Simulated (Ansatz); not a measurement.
Given:

YRh:
```
YRh
1.0
    3.35119     0.00000     0.00000
    0.00000     3.35119     0.00000
    0.00000     0.00000     3.35119
Y Rh
1 1
Direct
  0.50000   0.50000   0.50000
  0.00000   0.00000   0.00000
```

This is the LDA-relaxed structure.

Task: All from plane-wave PAW LDA (Ansatz code), unless another level is named. Predict the formation energy from the elements (no fitted shifts).

Result: -0.82 eV/atom.

Task: What about the density of states at the Fermi level?

Result: 0.36 states/eV per atom (mean over ±0.08 eV).

Space group Pm-3m (CsCl type). The first step of the workflow began from a Materials Project structure, measured or hypothetical; the Crystallography Open Database files this formula in space group No. 221, but the cells were not matched. Whether it is the stable phase at ambient conditions was not checked. The LDA relaxation kept the symmetry of its start; of distortions, only those at the zone centre were tested. No spin polarisation was allowed. The references are the lowest solids computed at this level, not always the standard phases. Scalar-relativistic: spin–orbit coupling is off unless named, which matters more the heavier the elements.

Potentials: the later of the program's two PAW sets.
